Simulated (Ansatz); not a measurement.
## W (Pm-3n), a vibration from a frozen displacement

Level of theory: Ansatz 0.2.0, DFT PBEsol, scalar-relativistic, plane waves, PAW. Cutoff 420 eV, Γ-centred 8×8×8 k-points, Gaussian smearing of 0.15 eV. Spin–orbit coupling is left out, which matters for the heavy elements here. No spin polarisation. Energies are free energies at this smearing, counted from the undisturbed cell; pressure is positive in compression.

The undisturbed cell (relaxed at this level; this form isn't the usual structure):

```xyz
8
Lattice="5.0320 0.0000 0.0000 0.0000 5.0320 0.0000 0.0000 0.0000 5.0320" Properties=species:S:1:pos:R:3 pbc="T T T"
W     0.0000    0.0000    0.0000
W     2.5160    2.5160    2.5160
W     0.0000    2.5160    1.2580
W     0.0000    2.5160    3.7740
W     1.2580    0.0000    2.5160
W     3.7740    0.0000    2.5160
W     2.5160    3.7740    0.0000
W     2.5160    1.2580    0.0000
```

Atom 1 (W) is moved by x along the Cartesian unit vector (0.000, 0.000, 1.000); the cell and all other atoms stay fixed. The cell's volume is 127.42 Å³; the moved atoms weigh 183.840 u together and the others 1286.880 u. Some rows repeat others by symmetry and weren't run.

```csv
x (Å),ΔE (meV/cell),total force on the moved atoms along the move (eV/Å),pressure (GPa)
-0.6000,3383.80,12.0150,11.7714
-0.5000,2320.59,9.3651,8.1807
-0.4000,1491.67,7.3051,5.2442
-0.3000,846.13,5.6097,2.9661
-0.2000,376.13,3.7672,1.3103
-0.1000,93.87,1.8788,0.3233
0.0000,0.00,0.0000,-0.0034
0.1000,93.87,-1.8788,0.3233
0.2000,376.13,-3.7672,1.3103
0.3000,846.13,-5.6097,2.9661
0.4000,1491.67,-7.3051,5.2442
0.5000,2320.59,-9.3651,8.1807
0.6000,3383.80,-12.0150,11.7714
```

Question: What frequency belongs to this motion?

Answer: The force constant is k = −dF/dx = 18.788 eV/Å², from the parabola through x = -0.1000, 0 and 0.1000. In every cell the moved atoms swing against the rest, so the mass is μ = m₁m₂/(m₁ + m₂) = 160.860 u, and ν̃ = 521.5 cm⁻¹ × √(|k|/μ) = 178 cm⁻¹. The pattern needn't be a normal mode: ν̃² is then a weighted mean of the squared nonzero frequencies at the zone centre of this cell, so it lies between the lowest and the highest of them.

Question: How far does the harmonic law reach?

Answer: At x = -0.600 Å, kx²/2 = 3381.84 meV against the computed 3383.80 meV (+0.1 %): the well is still close to harmonic there.

Question: The pressure changes with x². What does that say about the frequency under compression?

Answer: With E = k(V)x²/2, k ∝ V^(−2γ) and x scaling with the cell as V^(1/3), P − P0 = −∂E/∂V = (2γ − 2/3) ΔE/V. At x = 0.2000 Å, V(P − P0) = 127.42 × 1.31374 / 160.2 eV = 1044.79 meV and ΔE = 376.13 meV, so γ = 1/3 + V(P − P0)/(2ΔE) = 1.72. This is the Grüneisen parameter of the motion under uniform scaling of the cell: shrinking the cell evenly by 1 % in volume raises the frequency by about 1.72 %.

In a metal these slopes depend on the k mesh and the smearing.

Cost: 7 runs of about 14 core-minutes in all, on Intel Xeon Processor @ 2.50GHz (Skylake/Cascade Lake) (shared hosts).